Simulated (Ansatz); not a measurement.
7 guesses for Al2P3 and where they end

Level of theory: DFT PBE, scalar-relativistic, plane waves, PAW (Ansatz). Settings: cutoff 420 eV, Γ-centred meshes spaced at most about 0.3 Å⁻¹, and about 0.25 Å⁻¹ or finer for metals (2π included), Gaussian smearing. No spin polarisation in the final relaxations.

Each guess was relaxed in cell and atoms at zero pressure, within the symmetry of its start. All energies are static (0 K, no zero-point motion). Coordination counts P atoms around Al (those within 1.25 times the shortest such distance or 1.15 times the sum of covalent radii, 1.27 where that leaves under three; a plus sign parts nearer from farther groups; the shortest distance is added where it exceeds 1.18 times the sum of covalent radii; a slash parts the counts of unlike sites).

| guess | made from | start group | V start (Å³/atom) | end group | V end (Å³/atom) | coordination at the end | gap on mesh (eV) | E over the lowest end (meV/atom) |
| --- | --- | --- | --- | --- | --- | --- | --- | --- |
| 1 | random cell | P4/mmm | 18.2 | P4/mmm | 20.7 | Al 4 | 0 | 618 |
| 2 | random cell | Amm2 | 19.6 | Amm2 | 18.1 | Al 5 | 0 | 219 |
| 3 | random cell | P4/mmm | 17.9 | P4/mmm | 16.6 | Al 4+4 | 0 | 122 |
| 4 | random cell | P6/mmm | 12.3 | ? | ? | ? | ? | ? |
| 5 | random cell | P6/mmm | 19.7 | P6/mmm | 24.5 | Al 3 | 0 | 737 |
| 6 | Zr3Ga2 type | P4/mbm | 20.7 | P4/mbm | 15.4 | Al 8 | 0 | 227 |
| 7 | Mg3Sb2 type | P-3m1 | 21.6 | P-3m1 | 16.3 | Al 6 | 0 | 0 |

Guess 4 as it starts:

```
Al P
1.0
     4.27594    0.00000    0.00000
    -2.13797    3.70308    0.00000
     0.00000    0.00000    3.86859
Al P
2 3
Direct
  0.00000 0.00000 0.50000
  0.00000 0.00000 0.00000
  0.50000 0.00000 0.00000
  0.00000 0.50000 0.00000
  0.50000 0.50000 0.00000
```

Question: Predict the end of this guess and its energy over the lowest end.

Answer: It ends in space group P6/mmm (No. 191), with a = 5.086 Å, c = 5.133 Å, 23.0 Å³/atom and no gap. It lies 0.73 eV/atom over the lowest end, above guess 1 and within the noise of guess 5. Counting P atoms around Al, this end has Al 6/12 from 3.6 Å and the lowest (guess 7) has Al 6.

```
Al P
1.0
     5.08614    0.00000    0.00000
    -2.54307    4.40473    0.00000
     0.00000    0.00000    5.13269
Al P
2 3
Direct
  0.00000 0.00000 0.50000
  0.00000 0.00000 0.00000
  0.50000 0.00000 0.00000
  0.00000 0.50000 0.00000
  0.50000 0.50000 0.00000
```

The zero of energy is the elements' standard structures at the same level; no fitted shifts are applied. The references include black phosphorus.

Question: Is the lowest end bound against the elements?

Answer: Yes: its formation energy is −0.05 eV/atom. A negative formation energy is needed for stability but isn't enough: competing phases decide.

The k mesh leaves some 4 meV/atom of noise in the energy of each metallic cell. In P-3m1, P4/mmm at 16.6 Å³/atom, Amm2, P4/mmm at 20.7 Å³/atom, P6/mmm at 23.0 Å³/atom and others an odd number of electrons in the primitive cell allows no gap without spin; a larger cell or a magnetic state could open one. A magnetic state wasn't ruled out in cells without spin, among them P-3m1, P4/mmm at 16.6 Å³/atom, Amm2, P4/mmm at 20.7 Å³/atom, P6/mmm at 23.0 Å³/atom and others. The reference form of P is held partly by dispersion forces, which this level lacks. Cells relaxed within their symmetry can be saddle points; a later kick test found a lower structure for Al2P3 P4/mmm and Al2P3 P4/mbm. A lower structure may well exist outside this small set. Some types were kept out of the candidates beforehand, so the set may lack a known form.
